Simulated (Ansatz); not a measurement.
CsSnBr3:
```
CsSnBr3
1.0
    5.88692     0.00000     0.00000
    0.00000     5.88692     0.00000
    0.00000     0.00000     5.88692
Cs Sn Br
1 1 3
Direct
  0.00000   0.00000   0.00000
  0.50000   0.50000   0.50000
  0.50000   0.00000   0.50000
  0.00000   0.50000   0.50000
  0.50000   0.50000   0.00000
```

PBE in the plane-wave PAW code Ansatz gives a gap of 0.63 eV without spin–orbit coupling, maximum at R, minimum at R.

**Question.** What happens when spin–orbit coupling is switched on?

**Answer.** The gap decreases by 0.37 eV, to 0.26 eV; maximum at R, minimum at R.

**Question.** Give the electron effective mass with spin–orbit coupling.

**Answer.** 0.067 mₑ (isotropic).

**Question.** Give the hole effective mass with spin–orbit coupling.

**Answer.** 0.049 mₑ (isotropic).

**Question.** Give the Z2 indices of the occupied bands with spin–orbit coupling.

**Answer.** 0;(000).

Space group Pm-3m (cubic perovskite). The PBE relaxation kept the symmetry of its start; of distortions, only those at the zone centre were tested.

Potentials: the later of the program's two PAW sets.
